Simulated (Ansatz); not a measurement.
# E(q) of Fe (Fmmm)

```xyz
1
Lattice="0.0000 1.9417 1.9651 1.4984 0.0000 1.9651 1.4984 1.9417 0.0000" Properties=species:S:1:pos:R:3 pbc="T T T"
Fe    0.0000    0.0000    0.0000
```

The source of the geometry is a structure from the Materials Project; atoms and cell stay fixed.

The runs share LDA, 12×12×12 k mesh, Fermi–Dirac smearing of 0.1 eV. PAW means Ansatz 0.2.0 on its default frozen-core files; LAPW is all-electron LAPW in Ansatz 0.2.0. Site moments are integrated in spheres about the atoms, whose radii differ between the methods. Start moments of the first PAW run (μB): Fe 2.2.

Flat spirals without spin–orbit coupling: moments start in the xy plane and turn about z by q·R from cell to cell, and their directions inside a cell are free. q runs from Γ to Z = (0.500, 0.500, 0.000) in reciprocal cell vectors. Energies count from each method's run at q = 0. Each q is a vector of the k mesh, and the mesh is shifted by q/2 where needed, so that both spin components are sampled on the same points as at q = 0.

```
fraction of Γ–Z  q (1/Å)  ΔF PAW (meV/cell)  ΔF LAPW (meV/cell)  largest moment, PAW (μB)
          0.000    0.000                0.0                 0.0                      2.17
          0.167    0.266               +4.5                +4.5                      2.17
          0.333    0.533              +12.5                   –                      2.15
          0.500    0.799              +36.5               +36.2                      2.07
          0.667    1.066                  ?                   –                      1.95
          0.833    1.332             +115.3                   –                      1.83
          1.000    1.599             +128.2                   –                         ?
```

Q: Fill in "ΔF PAW (meV/cell)" for the row "0.667".

A: +78.1.

Q: Give the missing entry: row "1.000", column "largest moment, PAW (μB)".

A: 1.77.

q = 0 is the lowest point of the line, so the state at q = 0 is stable against these spirals.

The PAW files were made with PBE; the program remakes their cores once for the run's functional and then keeps them frozen. The Ansatz runs typed with the search for lower states off end where their start leads. The magnetic state is the one that this cell and start allow. It needn't be the compound's measured order, which may need a larger cell or be absent.
